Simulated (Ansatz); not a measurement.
The elements of this relaxed trial crystal are hidden behind letters.

```
lattice vectors (Å)
   6.5360    0.0000    0.0000
   0.0000    6.5360    0.0000
   0.0000    0.0000    6.5360
fractional positions
X 0.0000 0.0000 0.5000
X 0.0000 0.5000 0.0000
X 0.5000 0.0000 0.0000
Z 0.5000 0.5000 0.5000
Q 0.7531 0.7531 0.7531
Q 0.7531 0.2469 0.2469
Q 0.2469 0.7531 0.2469
Q 0.2469 0.2469 0.7531
```

These are results of DFT PBE, scalar-relativistic, plane waves, PAW (Ansatz 0.2.0), not measurements. Plane waves to 420 eV, a 4×4×4 mesh through Γ for the 8-atom cell and 0.02 eV Gaussian smearing; no spin polarisation.

* Space group: P-43m (No. 215)
* Conventional cell: a = 6.536 Å
* Volume per atom: 34.90 Å³
* Density: 4.14 g/cm³
* Energy over the elements: −0.776 eV/atom
* Gap on the 4×4×4 mesh of the 8-atom cell: 1.78 eV

Energies are uncorrected and count from the elements' standard states at the same level.

**Question.** X is an s-block element of period 3, Z is a d-block element of period 5 and Q is a p-block element of period 5. Which elements are they?

**Answer.** X = Mg, Z = Cd, Q = Te, so the formula is Mg3CdTe4. Density times volume gives a mean mass of 4.14 × 34.90/1.6605 = 87.0 u per atom, and this set has 87.0 u. Among the elements that the hints allow, noble gases aside, only these give it. Mg has 4 Te at 2.82 Å; Cd is surrounded by 4 Te at 2.87 Å; Te has 3 Mg at 2.82 Å and 1 Cd at 2.87 Å.

Spin–orbit coupling, which can matter for Te, is left out. Kohn–Sham gaps at this level usually fall short of measured ones. The missing spin–orbit coupling can work the other way here. Symmetry constrained the relaxation, so the result can be a saddle point.
